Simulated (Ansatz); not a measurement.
Cd$_{4}$TeSe$_{3}$:
```xyz
8
Lattice="4.4178 0.0000 0.0000 0.0000 8.8364 0.0000 0.0000 0.0000 6.2179" Properties=species:S:1:pos:R:3 pbc="T T T"
Cd     0.0000     2.1063     0.0562
Cd     0.0000     6.7301     0.0562
Cd     2.2089     0.0000     3.1649
Cd     2.2089     4.4182     2.9367
Te     0.0000     4.4182     4.6674
Se     2.2089     2.1363     1.5563
Se     2.2089     6.7000     1.5563
Se     0.0000     0.0000     4.6598
```

Relaxed with r²SCAN. Special points in fractions of this cell's reciprocal vectors: Γ (0.000, 0.000, 0.000); X (0.500, 0.000, 0.000); S (0.500, 0.500, 0.000); Y (0.000, 0.500, 0.000); Z (0.000, 0.000, 0.500); U (0.500, 0.000, 0.500); R (0.500, 0.500, 0.500); T (0.000, 0.500, 0.500).

**Question.** List the band energies nearest the valence-band maximum at these points for the program Ansatz at the r²SCAN level (PAW).

**Answer.** In eV from the valence-band maximum; about four levels below and three above (degenerate sets whole), none deeper than 8.9 eV; points with the same levels are listed once.

```csv
k,below,above
Γ,-0.81 -0.18 -0.16 0.00,0.85 3.08 3.60
X,-1.89 -1.73 -1.13 -0.69,3.12 3.23 3.56
S,-1.92 -1.69 -1.59 -1.44,3.98 4.01 4.03
Y,-0.95 -0.74 -0.56 -0.02,2.39 2.58 3.53
Z,-1.11 -1.10 -0.86 -0.78 -0.38,2.30 2.63 3.36
U,-1.11 -0.91 -0.85 -0.68,2.26 2.69 4.96
R,-1.48 -1.46 -1.28 -1.16,3.59 3.85 4.10 4.10
T,-1.12 -1.00 -0.99 -0.41,2.86 2.96 3.14
```

Space group Pmm2. The workflow started from a Materials Project entry (that database holds measured and hypothetical structures alike); the Crystallography Open Database copy checked does not list it. Whether it is the stable phase at ambient conditions was not checked. The cell was relaxed with r²SCAN under the symmetry of its start; whether a distortion lowers the energy is not shown. Spin–orbit coupling is left out wherever it is not named.

Potentials: the later of the program's two PAW sets.
